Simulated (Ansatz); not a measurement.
Li2Pd in space group P6/mmm (No. 191; Pd on 1a, Li on 2d) under volume change, plane-wave PAW PBEsol (Ansatz code), shape and atoms relaxed at each volume.

```tsv
V (Å³/atom)	E − E(relaxed) (meV/atom)	P (GPa)
12.341	[?]	[?]
12.747	9.0	3.72
13.154	2.1	1.72
13.561	0.0	0.00
13.968	[?]	[?]
14.375	7.3	-2.74
14.782	15.7	-3.85
```

**Question.** Complete the blanks.

**Answer.** 
- 13.968, E − E(relaxed) (meV/atom): 1.9
- 13.968, P (GPa): -1.48
- 12.341, E − E(relaxed) (meV/atom): 21.3
- 12.341, P (GPa): 6.06

**Question.** What does a third-order Birch–Murnaghan fit give for V₀, B₀ and B′?

**Answer.** V₀ = 13.56 Å³/atom, B₀ = 53.1 GPa, B′ = 4.0.

The workflow started from an entry of the Crystallography Open Database (COD). Its standing as an ambient phase is unchecked. The cell was relaxed with PBEsol under the symmetry of its start. At this level the phase is dynamically unstable (imaginary phonons). No spin polarisation was allowed.

Potentials: the later of the program's two PAW sets.
